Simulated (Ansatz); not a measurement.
A geometry of Al$_{2}$O$_{3}$ away from equilibrium: the start of the relaxation of a generated cell, Al2O3 placed in the Bi2Te3 structure type. The numbers are results of r2SCAN (plane waves to 500 eV, PAW, scalar-relativistic; Ansatz, a first-principles code), not measurements. Γ-centred k-mesh 10×10×10 on the run's cell (coarser than for final values), Fermi–Dirac smearing 0.05 eV.

```xyz
5
Lattice="1.3639 0.7875 6.3314 -1.3639 0.7875 6.3314 0.0000 -1.5749 6.3314" Properties=species:S:1:pos:R:3 pbc="T T T"
Al     0.0000     0.0000     7.5787
Al     0.0000     0.0000    11.4156
O      0.0000     0.0000     0.0000
O      0.0000     0.0000     3.9508
O      0.0000     0.0000    15.0435
```

What forces act on the atoms (eV/Å)?


```csv
atom,Fx,Fy,Fz
Al1,0.00,0.00,8.47
Al2,0.00,0.00,-8.47
O3,0.00,0.00,0.00
O4,0.00,0.00,9.75
O5,0.00,0.00,-9.75
```

What is the pressure?

+11.5 GPa, compression positive.

How much energy per atom can still be gained by relaxing?

0.97 eV/atom; the path ends in R-3m (No. 166).

No spin polarisation in the result.

The run could not lower the symmetry of its start; a shaken copy of this end point relaxes with r2SCAN to P-1 (No. 2), 0.019 eV/atom lower.

The end of the path is a generated cell of Al2O3: the first start was made by placing the elements on the sites of a structure type, and the end was not matched to a known phase here, so it may be hypothetical. Known forms of Al2O3 include space group No. 167.
